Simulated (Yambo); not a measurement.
```
CELL_PARAMETERS angstrom
     -1.87245     1.87245     3.35142
      1.87245    -1.87245     3.35142
      1.87245     1.87245    -3.35142
ATOMIC_POSITIONS crystal
  O  0.39061 0.39061 0.00000
  O  0.60939 0.60939 0.00000
  Ba 0.00000 0.00000 0.00000
```

Workflow: PBEsol (Quantum ESPRESSO, PseudoDojo norm-conserving, 84 Ry, no spin-orbit coupling), then G0W0 in Yambo (4×4×4 Γ-centred k mesh, 94 bands and a 8 Ry block in the screening, 94 bands in G with the Bruneval-Gonze terminator, plasmon pole fitted at 27.2 eV).

### Question
Give the PBEsol and G0W0 gaps between the band edges found on this mesh, and say where the edges lie.

### Answer
Edges: Z → Z. PBEsol: 2.07 eV; G0W0: 3.73 eV. Convergence of the G0W0 settings was not tested. 

Geometry strained from the cell relaxed with PBEsol, atoms relaxed again.
